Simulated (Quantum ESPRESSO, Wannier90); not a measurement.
# YTl (CsCl type): Wannier90 run

```xyz
2
Lattice="3.7776 0.0000 0.0000 0.0000 3.7776 0.0000 0.0000 0.0000 3.7776" Properties=species:S:1:pos:R:3 pbc="T T T"
Y      1.8888     1.8888     1.8888
Tl     0.0000     0.0000     0.0000
```

Materials Project entry mp-11575; symmetrised, unrelaxed at this level. COD (Crystallography Open Database) has an entry of this formula and space group (matched by these alone). Method: LDA plane waves in Quantum ESPRESSO 7.5 (PseudoDojo norm-conserving files, 58 Ry, no spin polarisation, no spin-orbit coupling), Bloch states on a 8×8×8 mesh through Γ, Wannier90 4.0.1. Density: 12×12×12 mesh, cold smearing 0.01 Ry. Spin-orbit coupling is left out although heavy elements are present.

Base run: 13 functions from bands 10-31 of the 31 computed, start hydrogen-like Y: s;p;d; Tl: s;p, centres 0.05 Å off the atoms, frozen window up to 1.50 eV relative to the Fermi level, outer window open. Its settings: num_cg_steps = 5, trial_step = 2 and dis_mix_ratio = 0.5 (the program's defaults), conv_tol = 1.0e-6 over 4 steps, num_iter = 1000, dis_conv_tol = 1.0e-6, dis_num_iter = 1000. One of them is changed at a time.

```
run                 disentanglement steps  localisation steps  Ω_I (Å²)  Ω_total (Å²)       ended
------------------  ---------------------  ------------------  --------  ------------  ----------
base                                  113                 715    21.447        26.724   converged
conv_tol = 1.0e-10                    113                1000    21.447        26.723  step limit
num_cg_steps = 20                     113                 569    21.447        26.723   converged
dis_num_iter = 20                      20                 338    21.900        27.131  step limit
```
